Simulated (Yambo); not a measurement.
Yambo run on HgZnS₂ (space group R3m, No. 160). The wavefunctions come from this Quantum ESPRESSO step (PBEsol, PseudoDojo standard norm-conserving files, fully relativistic):

```
&CONTROL
  calculation = 'nscf'
  pseudo_dir = './pseudo'
  outdir = './out'
/
&SYSTEM
  ibrav = 0
  nat = 4
  ntyp = 3
  ecutwfc = 84.0
  ecutrho = 336.0
  occupations = 'fixed'
  force_symmorphic = .true.
  nbnd = 223
  noncolin = .true.
  lspinorb = .true.
/
&ELECTRONS
  conv_thr = 4e-09
  diago_full_acc = .true.
  diago_thr_init = 1e-08
/
ATOMIC_SPECIES
S 32.0600 S.upf
Zn 65.3800 Zn.upf
Hg 200.5920 Hg.upf
CELL_PARAMETERS angstrom
  1.975268579750   1.140421846241   6.539811206000
 -1.975268579750   1.140421846241   6.539811206000
  0.000000000000  -2.280843692481   6.539811206000
ATOMIC_POSITIONS crystal
S   0.869017801600   0.869017801600   0.869017801600
S   0.383492226600   0.383492226600   0.383492226600
Zn   0.500901999700   0.500901999700   0.500901999700
Hg   0.996603972100   0.996603972100   0.996603972100
K_POINTS automatic
4 4 4 0 0 0
```

Yambo input:

```
rim_cut
gw0
dyson
el_el_corr
HF_and_locXC
ppa
em1d
RandQpts= 1000000
RandGvec= 1 Ry
EXXRLvcs= 84 Ry
VXCRLvcs= 336 Ry
Chimod= "HARTREE"
% BndsRnXp
 17 | 222 |
%
NGsBlkXp= 6 Ry
% LongDrXp
 1.0 | 1.0 | 1.0 |
%
PPAPntXp= 27.2114 eV
% GbndRnge
 1 | 222 |
%
GTermKind= "BG"
DysSolver= "n"
ExtendOut
% QPkrange
 1 | 1 | 50 | 54 |
 3 | 3 | 52 | 53 |
 7 | 7 | 52 | 53 |
 13 | 13 | 52 | 53 |
%
```

k points by index: 1 = Γ, 3 = L, 7 = F, 13 = Z.

The o-*.qp file then holds:

```
#    K-point    Band    Eo [eV]    E [eV]    E-Eo [eV]    Vxc [eV]    Vnlxc [eV]    Sc|Eo [eV]    Sc|E [eV]    dSc/dw|Eo [eV]    Re(Z)    Im(Z)
#
    1    50    -0.015013    -0.465106    -0.450093    -15.73572    -18.46190    2.152405    2.276085    -7.475726    0.784479    -0.001412
    1    51    0.000000    -0.451762    -0.451762    -15.96755    -18.80386    2.260558    2.384549    -7.466811    0.784680    -0.001414
    1    52    0.000000    -0.451762    -0.451762    -15.96755    -18.80386    2.260558    2.384549    -7.466811    0.784680    -0.001414
    1    53    0.353545    0.695365    0.341820    -11.95944    -8.293713    -3.242029    -3.323909    -6.516478    0.806790    -0.001304
    1    54    0.353545    0.695365    0.341820    -11.95944    -8.293713    -3.242029    -3.323909    -6.516478    0.806790    -0.001304
    3    52    -1.368779    -1.881559    -0.512780    -14.52034    -17.75915    2.582650    2.726030    -7.606928    0.781522    -0.001488
    3    53    3.254678    3.641550    0.386872    -11.21763    -6.784095    -3.955287    -4.046660    -6.424850    0.808988    -0.001344
    7    52    -0.880761    -1.393965    -0.513204    -15.14377    -18.24667    2.447799    2.589693    -7.521942    0.783435    -0.001443
    7    53    1.837902    2.260559    0.422657    -12.30177    -8.262045    -3.516054    -3.617067    -6.501813    0.807141    -0.001316
    13    52    -0.245981    -0.684471    -0.438490    -15.53785    -18.43490    2.337886    2.458557    -7.486685    0.784231    -0.001429
    13    53    2.102318    2.539338    0.437021    -12.16018    -7.866390    -3.750109    -3.856769    -6.639552    0.803857    -0.001329
```
(The two width columns are left out.) Convergence of these settings isn't established.

Geometry relaxed with PBEsol.

The structure is a Materials Project entry; no match was found in the copy of COD used, and its stability was not checked.
